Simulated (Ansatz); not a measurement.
PbI$_{2}$:
```cif
data_I2Pb
_chemical_formula_sum 'Pb1 I2'
_space_group_name_H-M_alt 'P 1'
_space_group_IT_number 1
_cell_length_a 4.46951
_cell_length_b 4.46951
_cell_length_c 6.78453
_cell_angle_alpha 90.000
_cell_angle_beta 90.000
_cell_angle_gamma 120.000
loop_
_space_group_symop_operation_xyz
  'x, y, z'
loop_
_atom_site_label
_atom_site_type_symbol
_atom_site_fract_x
_atom_site_fract_y
_atom_site_fract_z
_atom_site_occupancy
Pb1 Pb 0.00000 0.00000 0.00000 1
I1 I 0.33333 0.66667 0.27454 1
I2 I 0.66667 0.33333 0.72546 1
```

Relaxed with LDA.

Task: Decompose the optical modes at the zone centre into irreducible representations, and say which are infrared and Raman allowed.

Result: Point group -3m: Γ_opt = A1g + A2u + Eg + Eu. Infrared: A2u, Eu. Raman: A1g, Eg.

Task: Assign frequencies (DFPT, LDA (plane waves, PAW; program Ansatz); without the LO–TO term).

Result: Eu 66, Eg 81, A1g 97, A2u 116 cm⁻¹.

Space group P-3m1 (CdI2 type). The cell was relaxed with LDA under the symmetry of its start; of distortions, only those at the zone centre were tested. A crystal of weakly bound layers computed without a dispersion correction: the cell and the soft elastic constants depend strongly on that. Scalar-relativistic: spin–orbit coupling is off unless named, which matters more the heavier the elements.

Potentials: the later of the program's two PAW sets.
